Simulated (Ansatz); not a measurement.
Relaxed candidate structures of SiMo2:

A. P6/mmm (No. 191), hP6, AFLOW prototype A2B_hP6_191_h_e (C_h, as in Cu2Te); a = b = 4.4851 Å, c = 6.4779 Å, α = β = 90.00°, γ = 120.00°; Mo 4h (0.333, 0.667, 0.187); Si 2e (0.000, 0.000, 0.312)

B. I4/mmm (No. 139), tI6; a = 3.159 Å, b = 3.159 Å, c = 8.669 Å, α = 90.00°, β = 90.00°, γ = 90.00°; Si 2a (0.000, 0.000, 0.000); Mo 4e (0.000, 0.000, 0.333)

C. Pnnm (No. 58), oP6, AFLOW prototype AB2_oP6_58_a_g (C18, as in FeS2); a = 5.0678 Å, b = 5.8323 Å, c = 3.4288 Å, α = β = γ = 90.00°; Si 2a (0.000, 0.000, 0.000); Mo 4g (0.199, 0.379, 0.000)

Task: Order them by energy per atom (lowest first) at the level r2SCAN (plane waves to 500 eV, PAW, scalar-relativistic; Ansatz, an electronic-structure program).

Result: B (reference, the lowest among the structures calculated here), C (+0.66 eV/atom), A (+0.79 eV/atom)

1 run with a doubtful electronic state, a coarser numerical grid, an end not at rest or a source that can't be used is left out. Each run could gain symmetry but not lose that of its start, so entries can be saddle points. All of these are generated cells (placed on structure types, drawn at random, substituted or restacked) that were not matched to a known phase here. The real structure of this composition may not be among these, and whether this composition forms is not checked here. Static energies at zero pressure. No spin polarisation in the result.
